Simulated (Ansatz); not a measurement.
# LiF (Fm-3m): elasticity against pressure

```
Li F
1.0
     0.00000    1.99490    1.99490
     1.99490    0.00000    1.99490
     1.99490    1.99490    0.00000
Li F
1 1
Cartesian
  0.0000 0.0000 0.0000
  1.9949 1.9949 1.9949
```

This is the zero-pressure cell. At each pressure cell and atoms are relaxed in this structure, and the constants are slopes of the stress at strains of ±0.005 with relaxed ions (the coefficients that govern stability under load). Level: r²SCAN, PAW on Ansatz 0.2.0's default frozen-core files (fitted under PBE), scalar-relativistic; k mesh 10×10×10, strains of ±0.005, fixed occupations, cutoff 500 eV. P is the pressure of the relaxed cell, less that of this one.

```
P (GPa)    V/V₀  C11 (GPa)  C12 (GPa)  C44 (GPa)
   0.00  1.0000      138.9       46.8       67.3
   1.01  0.9874      147.9       48.7       68.4
   2.00  0.9758      156.6       50.5       69.5
   4.01  0.9543      174.1       54.1       71.7
   6.98       ?          ?          ?          ?
   9.98  0.9017      224.3       64.4       77.4
  14.98  0.8669      265.1       72.6       81.8
```

Task: Does the bulk modulus from the constants agree with the pressure-volume curve?

Result: A third-order Birch-Murnaghan fit to the volumes shown (F against f, f = [(V₀/V)^(2/3) − 1]/2) gives B₀ = 77.5 GPa and B′ = 4.2. Its −V dP/dV stands beside (C11 + 2C12)/3:

```csv
P (GPa),from P(V),from the constants
0.00,77.5,77.5
1.01,81.7,81.8
2.00,85.9,85.9
4.01,94.1,94.1
9.98,117.7,117.7
14.98,136.7,136.8
```

Task: What are the pressure derivatives at zero pressure?

Result: Slopes at V₀ of quadratic fits in −ln(V/V₀) through the first four rows shown, divided by B₀: dC11/dP = 8.9, dC12/dP = 1.9, dC44/dP = 1.1. The mean slopes up to 2.0 GPa are 8.8, 1.8, 1.1; curvature and scatter of the constants part the two. The combination (dC11/dP + 2 dC12/dP)/3 = 4.2 stands against B′.

Task: Fill the row at 6.98 GPa.

Result: Cubic fits in −ln(V/V₀) through all rows shown give C11 = 199.3, C12 = 59.3, C44 = 74.6 GPa. Computed: V/V₀ = 0.9263, C11 (GPa) = 199.3, C12 (GPa) = 59.3, C44 (GPa) = 74.6.

Task: Does a shear stiffness soften?

Result: C44 goes from 67.3 to 81.8 GPa; (C11 − C12)/2 goes from 46.0 to 96.2 GPa. Neither ends more than 3 % under its start, and the lattice stays mechanically stable over this range.

Caveats: no other phase was computed; many crystals of this kind change structure within this range, and rows or crossings beyond such a change describe a metastable lattice; frozen-core PAW files fitted under PBE, their cores solved anew for the functional of the run; phonons weren't checked at these pressures.
